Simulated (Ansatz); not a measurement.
**Calculated ¹¹⁹Sn Mössbauer parameters for HfO2 with Sn replacing Hf**

Cell: a supercell of HfO2 (space group P4_2/nmc) built from a Materials Project structure (computed, not necessarily an observed phase), with the ions relaxed around the defect (PBE).

Space group I-4m2 (No. 119); a = 7.1160, c = 10.3437 Å.

| site | Wyckoff | site symmetry | x | y | z |
| --- | --- | --- | --- | --- | --- |
| Sn | 2d | -4m2 | 0.5000 | 0.0000 | 0.2500 |
| Hf2 | 2c | -4m2 | 0.5000 | 0.0000 | 0.7500 |
| Hf3 | 4e | 2mm. | 0.5000 | 0.5000 | 0.2521 |
| Hf5 | 8g | ..2 | 0.2496 | 0.7504 | 0.0000 |
| O9 | 8i | .m. | 0.2614 | 0.0000 | 0.3525 |
| O10 | 8i | .m. | 0.7599 | 0.5000 | 0.3527 |
| O13 | 8i | .m. | 0.5000 | 0.7301 | 0.3994 |
| O14 | 8i | .m. | 0.0000 | 0.2319 | 0.3983 |

One atom of each set is listed; the run and its k-mesh use a cell of 24 atoms with edges of 7.22, 7.22, 7.22 Å.

Computed with Ansatz: DFT, PBE, plane waves and PAW, scalar-relativistic, 420 eV cutoff, Γ-centred 4×4×4 k-points, Fermi–Dirac smearing 0.01 eV.

Isomer shifts (against SnO₂) follow from the electron density at the nucleus, δ = α(ρ − ρ₀), with α = 0.099 mm s⁻¹ a₀³ and ρ₀ = 183191.44 a₀⁻³ from a line fitted to 8 measured compounds at this level of theory (rms miss 0.12 mm/s). ΔE_Q = ½eQV_zz(1 + η²/3)^½ with Q = -0.132 b for the 23.9 keV state.

Problem. What would the ¹¹⁹Sn spectrum's parameters be?

Solution. 

```csv
site,atoms,first shell,ρ − ρ₀ (a₀⁻³),δ (mm/s),ΔE_Q (mm/s),η
Sn,1,4 O at 2.00 Å; also 4 O at 2.47 Å,2.1,0.21,-0.47,0.00
```

The shift of Sn is typical of Sn(IV) in an ionic setting.

The defect repeats with the cell of 24 atoms, so it feels its images: sites between two images don't show the values beside a lone defect, and zeros or small values of η there can come from the images' arrangement. The relaxation keeps the site symmetry -4m2 of the start, so the impurity can't leave its site; a start off the site could end lower. Without spin–orbit coupling (the program notes it for Sn) the gradients are little affected as a rule: paired runs on crystals with a gap mostly move them by under 2 % at such atoms. The cell keeps the host's lattice, where the PBE pressure is 9 GPa.
